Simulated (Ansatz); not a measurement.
Relaxed Na (bcc, W type):

```xyz
2
Lattice="-4.1968 4.1968 4.1968 2.0984 -2.0984 2.0984 2.0984 2.0984 -2.0984" Properties=species:S:1:pos:R:3 pbc="T T T"
Na     0.0000     0.0000     0.0000
Na    -2.0984     2.0984     2.0984
```

In each cell atom 1 (Na, nearest neighbour Na at 3.635 Å; its periodic images, 3.6 Å or more away, move with it) moves by s·(0.707, 0.707, 0.000) (along Cartesian [110]), the rest being held.

Level of theory: PBE (plane waves to 420 eV, PAW, scalar-relativistic; Ansatz, an electronic-structure program). k mesh 13×13×13 (Γ-centred), Fermi-Dirac smearing 0.05 eV. With partly filled bands, energies and forces of such displacements shift with the k mesh and the smearing. F∥ is the force on the atom along that direction. Na was relaxed with its symmetry unable to fall. The PAW data are Ansatz's earlier set. 

```csv
s (Å),F∥ (eV/Å)
-1.090,0.460
-0.872,0.352
-0.654,0.251
-0.436,0.160
-0.218,0.077
0.000,0.000
0.218,-0.077
0.436,-0.160
0.654,-0.251
0.872,-0.352
1.090,-0.460
```

Problem. What is the force constant k = d²E/ds² of this move at s = 0?

Solution. 0.35 eV/Å². The forces along the line at the two nearest points give (0.077 − (-0.077)) / (2·0.218) = 0.35 eV/Å²; the next pair corrects for the finite step.

(For displaced atoms, the force is minus the slope of the energy, and its curvature is a force constant, which sets phonon frequencies.)
